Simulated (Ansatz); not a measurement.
## Ba₂Hf₂O (P-3m1)

Computed with Ansatz, DFT PBE, scalar-relativistic, plane waves, PAW.

Settings: cutoff 420 eV, Γ-centred mesh 12×12×4 on the computed 5-atom cell, Gaussian smearing of 0.10 eV; no spin polarisation.

The structure is relaxed at this level of theory with its symmetry kept, and needn't be the ground state of this composition.

```
CELL_PARAMETERS angstrom
3.53315 0.00000 0.00000
-1.76658 3.05980 0.00000
0.00000 0.00000 12.40721
ATOMIC_POSITIONS crystal
Ba 0.33333 0.66667 0.13471
Ba 0.66667 0.33333 0.86529
Hf 0.33333 0.66667 0.59045
Hf 0.66667 0.33333 0.40955
O 0.00000 0.00000 0.00000
```

```json
{"Space group": "P-3m1 (No. 164)", "Volume per atom": "181.0 bohr³", "Formation energy from the elements' standard states (uncorrected)": "-0.563 eV/atom", "Kohn–Sham band gap": "none (metal)", "Density of states at the Fermi level": "3.1 states/eV per cell", "Bader charge by site (e)": "Ba (2 in the cell) 0.97, Hf (2 in the cell) -0.27, O (1 in the cell) -1.39"}
```

Spin-orbit coupling is left out, which matters for the bands of heavy elements.

The cell was found from a structure generator's guess, not taken from experiment.
